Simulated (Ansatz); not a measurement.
This cell of SnO (litharge type, space group P4/nmm) is off equilibrium:

```
SnO
1.0
    3.79274     0.00000     0.00000
    0.00000     3.79274     0.00000
    0.00000     0.00000     4.76440
Sn O
2 2
Direct
  0.50000   0.00000   0.24062
  0.97321   0.47321   0.73805
  0.00000   0.00000   0.00000
  0.50000   0.50000   0.00000
```

All values below come from r2SCAN+rVV10 (plane waves to 500 eV, PAW, scalar-relativistic; Ansatz, an electronic-structure program). k mesh 7×7×6 (Γ-centred), Fermi-Dirac smearing 0.05 eV. E stands for the smeared free energy. Compression counts positive. With partly filled bands, energies and forces of such displacements shift with the k mesh and the smearing. At this level the bands of SnO touch or barely overlap; measurements give the solid a gap. SnO was relaxed with its symmetry unable to fall. The PAW data are Ansatz's earlier set.

### Question
Predict the force on every atom, in eV/Å.

### Answer
| atom | Fx | Fy | Fz |
|---|---|---|---|
| Sn1 | -0.100 | -0.100 | -0.625 |
| Sn2 | 0.334 | 0.334 | 1.142 |
| O3 | -0.122 | -0.112 | -0.259 |
| O4 | -0.112 | -0.122 | -0.259 |

### Question
Give the stress tensor in GPa and the pressure.

### Answer
```
   -2.0      0.1     -0.9
    0.1     -2.0     -0.9
   -0.9     -0.9     -4.2
```
The pressure, a third of the trace, is -2.7 GPa.

### Question
In it atom 2 sits (-0.102, -0.102, -0.102) Å away from its relaxed site. What is its energy relative to the relaxed cell?

### Answer
101 meV/cell.

(A displaced cell: forces are minus the slopes of the energy, force constants its curvatures, and phonons follow from these.)
